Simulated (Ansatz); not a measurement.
## Si: stationary points along a deformation path

Method: Ansatz 0.2.0, DFT r2SCAN, scalar-relativistic, plane waves, PAW. The runs took a 500 eV cutoff, a Γ-centred 12×12×12 mesh and Gaussian smearing (0.03 eV). No spin polarisation. Energies are free energies at this smearing, counted from the undisturbed cell; pressure is positive in compression.

The undisturbed cell (as given, not relaxed at this level; it stands at 0.1 GPa; this form isn't the usual structure):

```
Si
1.0
    -3.32544    3.32544    1.92239
     3.32544   -3.32544    1.92239
     3.32544    3.32544   -1.92239
Si
4
Direct
  0.17880 0.17880 0.35760
  0.82120 0.82120 0.64240
  0.17880 0.82120 0.00000
  0.82120 0.17880 0.00000
```

At fixed volume and fractional coordinates, lengths along (0.000, 0.000, 1.000) are scaled against those across it; ρ is that ratio over its starting value. V = 21.259 Å³/atom. Δσ is the stress along the axis less the mean stress across it (compression positive).

```
    ρ  ΔE (meV/atom)  Δσ (GPa) space group
0.800          413.4     39.07       I4/mmm
0.850          222.9     30.97       I4/mmm
0.920           58.3     15.92       I4/mmm
0.960           13.8      7.72       I4/mmm
1.000            0.0     -0.06       I4/mmm
1.050           20.1     -9.16       I4/mmm
1.100           74.3    -17.14       I4/mmm
1.200          258.0    -30.24       I4/mmm
1.300          508.8    -40.01       I4/mmm
```

Task: How does the stress give the slope of the energy, and where is the energy stationary?

Result: Along the path d ln(length) is 2/3 d ln ρ on the axis and −1/3 d ln ρ across it, so dE/d ln ρ = −(2/3) V Δσ: the energy falls with ρ where Δσ is positive. Δσ vanishes or changes sign between ρ = 0.960 and 1.000, a minimum (near 1.00 by linear interpolation). Pairs of stationary points between two samples would go unseen, and could change a minimum read from distant neighbours into a maximum.

Task: Integrate that slope from ρ = 1 to 1.200 by the trapezoid rule.

Result: With V/N in Å³ and 1 eV/Å³ = 160.2 GPa the slopes at ρ = 1.000, 1.050, 1.100, 1.200 are 6, 810, 1516, 2675 meV/atom per unit of ln ρ. The steps add 19.9 + 54.1 + 182.3 = 256.3 meV/atom, against 258.0 from the energies; the trapezoid rule misses the curvature of the slope within each step.

Forces appear on the atoms along this scan, and letting them relax would lower the energy and soften the response. The gap closes along the scan, which can put kinks into the curve.